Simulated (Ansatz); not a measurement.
NbP (CsCl type, Pm-3m) under volume change, PBEsol (plane waves, PAW; program Ansatz), scaled uniformly.

```csv
V (Å³/atom),E − E(relaxed) (meV/atom),P (GPa)
13.276,90.4,23.96
13.714,37.9,14.67
14.152,9.0,6.75
14.589,0.0,0.00
15.027,8.1,-5.75
15.465,30.7,-10.67
15.902,65.7,-14.86
```

Q: What does a third-order Birch–Murnaghan fit give for V₀, B₀ and B′?

A: V₀ = 14.59 Å³/atom, B₀ = 207 GPa, B′ = 4.3.

A made-up cell: these elements were put on the sites of a structure type; neither database checked (COD, Materials Project) lists it. COD files the formula under space group No. 141. Whether it is the stable phase at ambient conditions was not checked. The cell was relaxed with PBEsol under the symmetry of its start; its stability against distortions is not shown here. The run is not spin-polarised.

Potentials: the earlier of the program's two PAW sets. The files were generated under PBE; for other functionals the program regenerates the frozen cores, and for LDA and PBEsol the local potential too.
